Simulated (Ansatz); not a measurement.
Question: Free-standing sheets of MoN4Si2, MA2Z4 (prismatic core, outer Z over the empty site)-type layer and PtSe2, 1T layer are relaxed with plane-wave PAW PBE (Ansatz code). Aligned at the vacuum level, what band offsets and what type of junction result?

Answer: MoN4Si2: VBM -5.35, CBM -3.63 eV; PtSe2: VBM -5.73, CBM -4.35 eV. Valence offset 0.37 eV (MoN4Si2 higher), conduction offset 0.72 eV (PtSe2 lower): type II (staggered).

Mismatch of the primitive lattice constants: 2.910 against 3.748 Å, 22.4 %.

Natural alignment of Kohn–Sham levels: no interface dipole, strain or quasiparticle shift.

All cells were relaxed under the symmetry of their starts (and spin orders); stability against distortions was not tested throughout. Rows with no word on spin ran without spin polarisation. Scalar-relativistic: spin–orbit coupling is off unless named, which matters more the heavier the elements.

Potentials: the later of the program's two PAW sets.

Edges and masses are those of Kohn–Sham bands, whose gap is no quasiparticle gap.
